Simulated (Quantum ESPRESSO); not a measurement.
Band energies of N

```
N
1.0
    3.79928     0.00000     0.00000
   -1.89964     3.29027     0.00000
    0.00000     0.00000     7.41958
N
4
Direct
  0.33333   0.66667   0.32434
  0.66667   0.33333   0.67566
  0.66667   0.33333   0.82434
  0.33333   0.66667   0.17566
```

PBEsol (pw.x of Quantum ESPRESSO, ONCV potentials, scalar-relativistic); path ΓMKΓALHA,LM,KH; energies in eV from the valence-band maximum.

```csv
k (1/Å),point,band 6,band 7,band 8,band 9,band 10,band 11,band 12,band 13
0.00,Γ,-1.65,-1.59,-1.59,-1.14,0.00,8.04,8.04,8.37
0.32,,-1.77,-1.69,-1.61,-0.92,0.00,7.80,7.95,8.11
0.64,,-2.01,-1.76,-1.65,-0.62,-0.05,7.27,7.79,7.80
0.95,M,-2.13,-1.79,-1.67,-0.47,-0.11,7.02,7.67,7.72
1.07,,-2.12,-1.81,-1.69,-0.45,-0.12,7.03,7.67,7.70
1.40,,-2.03,-1.97,-1.87,-0.31,-0.20,7.08,7.60,7.67
1.51,K,-2.01,-2.01,-1.90,-0.25,-0.25,7.08,7.63,7.63
1.73,,-2.04,-1.91,-1.82,-0.40,-0.14,7.12,7.55,7.77
2.17,,-1.87,-1.71,-1.65,-0.80,-0.01,7.67,7.74,8.07
2.50,,-1.66,-1.63,-1.59,-1.11,0.00,8.01,8.03,8.33
2.61,Γ,-1.65,-1.59,-1.59,-1.14,0.00,8.04,8.04,8.37
2.89,,-1.64,-1.60,-1.60,-0.81,-0.25,8.12,8.12,8.28
3.03,A,-1.62,-1.62,-1.62,-0.52,-0.52,8.20,8.20,8.20
3.32,,-1.74,-1.64,-1.64,-0.46,-0.46,8.01,8.01,8.16
3.60,,-1.97,-1.70,-1.70,-0.37,-0.37,7.63,7.63,8.09
3.99,L,-2.13,-1.73,-1.73,-0.32,-0.32,7.36,7.36,8.03
4.32,,-2.07,-1.85,-1.85,-0.30,-0.30,7.46,7.46,7.84
4.54,H,-1.99,-1.96,-1.96,-0.29,-0.29,7.57,7.57,7.67
4.63,,-2.02,-1.93,-1.93,-0.29,-0.29,7.54,7.54,7.71
5.00,,-1.99,-1.75,-1.75,-0.35,-0.35,7.60,7.60,7.99
5.27,,-1.80,-1.66,-1.66,-0.43,-0.43,7.91,7.91,8.13
5.55,,-1.63,-1.62,-1.62,-0.51,-0.51,8.18,8.18,8.20
5.64,A,-1.62,-1.62,-1.62,-0.52,-0.52,8.20,8.20,8.20
5.64,L,-2.13,-1.73,-1.73,-0.32,-0.32,7.36,7.36,8.03
5.85,,-2.12,-1.77,-1.69,-0.43,-0.18,7.12,7.58,7.81
6.06,M,-2.13,-1.79,-1.67,-0.47,-0.11,7.02,7.67,7.72
6.06,K,-2.01,-2.01,-1.90,-0.25,-0.25,7.08,7.63,7.63
6.49,H,-1.99,-1.96,-1.96,-0.29,-0.29,7.57,7.57,7.67
```

The PBEsol gap is indirect, 7.02 eV, from 22 % of the way from Γ to M to M; the smallest direct gap is 7.13 eV.

Geometry relaxed with PBE+D3(BJ).

The structure is a Materials Project entry; no match was found in the copy of COD used, and its stability was not checked.
